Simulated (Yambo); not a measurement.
Yambo run on WO₃ (ReO3 type, space group Pm-3m, No. 221). The wavefunctions are LDA (Quantum ESPRESSO, PseudoDojo norm-conserving, 84 Ry, no spin-orbit coupling) ones on a 4×4×4 mesh (16 occupied bands); a = 3.7688 Å, b = 3.7688 Å, c = 3.7688 Å, α = 90.00°, β = 90.00°, γ = 90.00°.

Yambo input:

```
rim_cut
gw0
dyson
el_el_corr
HF_and_locXC
ppa
em1d
RandQpts= 1000000
RandGvec= 1 Ry
EXXRLvcs= 84 Ry
VXCRLvcs= 336 Ry
Chimod= "HARTREE"
% BndsRnXp
 2 | 99 |
%
NGsBlkXp= 6 Ry
% LongDrXp
 1.0 | 1.0 | 1.0 |
%
PPAPntXp= 27.2114 eV
% GbndRnge
 1 | 99 |
%
GTermKind= "BG"
DysSolver= "n"
ExtendOut
% QPkrange
 1 | 1 | 16 | 17 |
 10 | 10 | 16 | 16 |
%
```

k points by index: 1 = Γ, 10 = R.

The o-*.qp file then holds:

```
#    K-point    Band    Eo [eV]    E [eV]    E-Eo [eV]    Vxc [eV]    Vnlxc [eV]    Sc|Eo [eV]    Sc|E [eV]    dSc/dw|Eo [eV]    Re(Z)    Im(Z)
#
    1    16    -1.074765    -1.224895    -0.150130    -20.45830    -25.41001    4.755678    4.801580    -8.301212    0.766231    -0.003400
    1    17    0.582488    1.509681    0.927193    -16.61076    -11.53572    -3.931168    -4.147855    -6.358765    0.810581    -0.001122
    10    16    0.000000    -0.069206    -0.069206    -20.37062    -25.39232    4.930111    4.952489    -8.780455    0.756040    -0.001542
```
(The two width columns are left out.) Convergence of these settings isn't established.

Geometry relaxed with LDA.

The structure is a Materials Project entry; no match was found in the copy of COD used, and its stability was not checked.
